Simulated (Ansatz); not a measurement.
Ti₃Al:
Space group P6₃/mmc (No. 194); a = 5.7562 Å, b = 5.7562 Å, c = 4.6537 Å, α = 90.00°, β = 90.00°, γ = 120.00°

```tsv
atom	site	symmetry	x	y	z
Ti	6h	mm2	0.3395	0.1697	0.2500
Al	2c	-6m2	0.3333	0.6667	0.2500
```

Relaxed at zero pressure with DFT-PBE in the program Ansatz with PAW potentials.

The volume is raised by 3 % and shape and atoms relax at that volume. What pressure results, and how do the axes share the change?

-3.2 GPa; a 1.0 %, b 1.0 %, c 0.9 %; the energy rises by 5 meV/atom.

Give the new structure.


Space group P6₃/mmc (No. 194); a = 5.8155 Å, b = 5.8155 Å, c = 4.6959 Å, α = 90.00°, β = 90.00°, γ = 120.00°

```tsv
atom	site	symmetry	x	y	z
Ti	6h	mm2	0.3394	0.1697	0.2500
Al	2c	-6m2	0.3333	0.6667	0.2500
```

The phase is kept; no other phase was compared at this pressure.

Space group P6_3/mmc. The cell was relaxed with PBE under the symmetry of its start. The run is not spin-polarised. Axis ratios of metals converge slowly with the k-mesh, so a and c are less sure than the volume.

Potentials: the later of the program's two PAW sets.
